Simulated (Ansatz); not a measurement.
Here is the system:

HgTe (zinc blende), conventional cell a = 6.651 Å, b = 6.651 Å, c = 6.651 Å, α = 90.00°, β = 90.00°, γ = 90.00°. The calculation uses the primitive cell of 2 atoms, to which meshes and values per cell refer.

E(V) scan at fixed shape, V₀ the volume above. Symmetry pins the atoms to their sites.

These are PBE (plane waves to 420 eV, PAW, scalar-relativistic; Ansatz, an electronic-structure program) values and carry that method's errors. k mesh 12×12×12 (Γ-centred), Fermi-Dirac smearing 0.05 eV. The energy includes the smearing's −TS. Compression counts positive. At this level the bands of HgTe touch or barely overlap. HgTe was relaxed with its symmetry unable to fall. Spin-orbit coupling is left out, though Hg and Te are heavy. The PAW data are Ansatz's earlier set. The relaxed volume of HgTe is well above the measured one; the method has no dispersion term. ΔE is measured from the relaxed starting cell.

The scan covers V/V₀ from 0.900 to 1.100 in 11 points.

Problem. What pressure does the cell carry at V/V₀ = 0.900?

Solution. 4.7 GPa.

Problem. What is ΔE at V/V₀ = 0.900?

Solution. 49 meV/atom.

Problem. What is ΔE at V/V₀ = 1.100?

Solution. 32 meV/atom.

(Under strain, the slope of the energy per volume gives the stress and its curvature an elastic modulus.)
